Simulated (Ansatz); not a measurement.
A geometry of Co away from equilibrium: step 11 of the relaxation of a randomly generated symmetric cell of Co (space group No. 164). All values below come from PBEsol (plane waves to 420 eV, PAW, scalar-relativistic; Ansatz, a quantum-chemistry and plane-wave program). Γ-centred k-mesh 9×9×18 on the run's cell (coarser than for final values), Fermi–Dirac smearing 0.05 eV.

```
CELL_PARAMETERS angstrom
      3.54410     0.00000     0.00000
     -1.77205     3.06928     0.00000
      0.00000     0.00000     2.23988
ATOMIC_POSITIONS crystal
  Co 0.66667 0.33333 0.75000
  Co 0.33333 0.66667 0.25000
```
Spin-polarised start, with parallel moments on Co.

Task: Which atoms carry the largest force, and which way does it point?

Result: No atom: all forces are below 0.005 eV/Å; only the cell is out of equilibrium.

Task: What is the pressure?

Result: +11.7 GPa, compression positive.

Spin state reached: ferromagnetic (net 1.64 μB/atom), from parallel starting moments; other spin orders were not run from this start.

The run could not lose the symmetry of its start.
